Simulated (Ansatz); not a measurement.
KBr:
```cif
data_Br4K4
_chemical_formula_sum 'K4 Br4'
_space_group_name_H-M_alt 'Fm-3m'
_space_group_IT_number 225
_space_group_name_Hall '-F 4 2 3'
_cell_length_a 6.70552
_cell_length_b 6.70552
_cell_length_c 6.70552
_cell_angle_alpha 90.000
_cell_angle_beta 90.000
_cell_angle_gamma 90.000
loop_
_atom_site_label
_atom_site_type_symbol
_atom_site_symmetry_multiplicity
_atom_site_Wyckoff_symbol
_atom_site_fract_x
_atom_site_fract_y
_atom_site_fract_z
_atom_site_occupancy
K1 K 4 a 0.00000 0.00000 0.00000 1
Br1 Br 4 b 0.50000 0.50000 0.50000 1
```
(The calculation used a cell of 2 atoms; values per cell refer to that cell.)

Relaxed with PBE.

**Question.** Give the optical modes at the zone centre with their infrared and Raman activity from DFPT, plane-wave PAW PBE (Ansatz code).

**Answer.** Transverse frequencies, without the LO–TO term; a row sums one degenerate level.

```json
[
 {"ω (cm⁻¹)": "100", "degeneracy": "3", "IR ((D/Å)²/amu)": "3.40", "Raman (Å⁴/amu)": "0", "activity": "IR", "symmetry": "T1u"}
]
```

**Question.** How high does the top mode go among those that the LO–TO term moves?

**Answer.** 151 cm⁻¹ for q along x.

The PBE relaxation kept the symmetry of its start; phonons on a q-mesh show no instability.

Potentials: the later of the program's two PAW sets.
